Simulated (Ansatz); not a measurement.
A geometry of ZnCu₂SnS₄ away from equilibrium: step 2 of the relaxation of a relaxed ZnCu2SnS4 cell with every coordinate shifted by Gaussian noise of σ = 0.1 Å. Calculation: r2SCAN (plane waves to 500 eV, PAW, scalar-relativistic; Ansatz, a quantum-chemistry and plane-wave program). Γ-centred k-mesh 5×5×6 on the run's cell (coarser than for final values), Fermi–Dirac smearing 0.05 eV.

```yaml
crystal:
  lattice:
    - [-2.69586, 2.67398, 5.35150]
    - [2.71185, -2.71419, 5.37962]
    - [2.70023, 2.71856, -5.37162]
  atoms:
    - { symbol: Cu, position: [0.99499, 0.97690, 0.00142] }
    - { symbol: Cu, position: [0.75548, 0.27141, 0.51787] }
    - { symbol: Zn, position: [0.24149, 0.73876, 0.49319] }
    - { symbol: Sn, position: [0.48447, 0.48438, 0.97601] }
    - { symbol: S, position: [0.61458, 0.61373, 0.49336] }
    - { symbol: S, position: [0.08946, 0.10886, 0.46276] }
    - { symbol: S, position: [0.36042, 0.87736, 0.98459] }
    - { symbol: S, position: [0.87076, 0.35417, 0.96791] }
```

**Question.** Give the Cartesian forces on all atoms (eV/Å).

**Answer.** 
| atom | Fx | Fy | Fz |
|---|---|---|---|
| Cu1 | -0.26 | -0.42 | 0.50 |
| Cu2 | -0.39 | -0.26 | -0.17 |
| Zn3 | -0.09 | -0.47 | 0.16 |
| Sn4 | 0.12 | 0.09 | 0.31 |
| S5 | 0.34 | 0.08 | 0.21 |
| S6 | -0.29 | 0.27 | -0.48 |
| S7 | 0.48 | 0.18 | -0.10 |
| S8 | 0.09 | 0.53 | -0.42 |

**Question.** What is the pressure?

**Answer.** +1.9 GPa, compression positive.

No spin polarisation in the result.
